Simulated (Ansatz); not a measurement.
SiO2:
```
CELL_PARAMETERS angstrom
      4.18519     0.00000     0.00000
      0.00000     4.18519     0.00000
      0.00000     0.00000     2.66884
ATOMIC_POSITIONS crystal
  Si 0.00000 0.00000 0.00000
  Si 0.50000 0.50000 0.50000
  O  0.30610 0.30610 0.00000
  O  0.80610 0.19390 0.50000
  O  0.19390 0.80610 0.50000
  O  0.69390 0.69390 0.00000
```

Relaxed with r²SCAN. Independent-particle spectrum: no excitons, no local fields, no scissors shift; 0.1 eV broadening; ε₁ of the summed bands alone.

Question: Tabulate the dielectric function from r²SCAN in the plane-wave PAW code Ansatz.

Answer: 

```
E (eV)  ε₁ xx  ε₂ xx  ε₁ zz  ε₂ zz
------  -----  -----  -----  -----
0.0      2.98   0.00   3.21   0.00
0.5      2.98   0.00   3.21   0.00
1.0      2.99   0.00   3.22   0.00
1.5      3.00   0.00   3.23   0.00
2.0      3.02   0.00   3.25   0.00
2.5      3.04   0.00   3.27   0.00
3.0      3.07   0.00   3.31   0.00
3.5      3.11   0.00   3.35   0.00
4.0      3.15   0.00   3.39   0.00
4.5      3.21   0.00   3.45   0.00
5.0      3.27   0.00   3.51   0.00
5.5      3.35   0.00   3.59   0.00
6.0      3.45   0.00   3.69   0.00
6.5      3.58   0.00   3.80   0.00
7.0      3.77   0.01   3.94   0.00
7.5      4.10   0.19   4.12   0.00
8.0      4.12   0.43   4.35   0.01
8.5      4.17   0.55   4.66   0.05
9.0      4.30   0.62   5.22   0.21
9.5      4.64   0.72   5.32   0.72
10.0     4.97   1.16   5.54   0.91
10.5     4.97   1.79   5.99   1.21
11.0     4.41   2.15   6.43   1.99
11.5     4.34   2.04   6.01   2.88
12.0     4.96   2.08   6.95   2.89
```

Question: From ε at 7.5 eV (xx: 4.10 + 0.19i), find n, k, the normal reflectivity and the absorption coefficient.

Answer: n = 2.03, k = 0.047, R = 12 %, α = 2kE/ħc = 36000 cm⁻¹.

With all bands, ε∞ without local fields is 3.18 (xx = yy), 3.38 (zz). DFPT, with local fields, gives 3.20 (xx = yy), 3.37 (zz).

Space group P4_2/mnm (rutile). This is a known high-pressure phase of the composition, computed here at zero pressure and temperature. The r²SCAN relaxation kept the symmetry of its start; of distortions, only those at the zone centre were tested.

Potentials: the later of the program's two PAW sets.
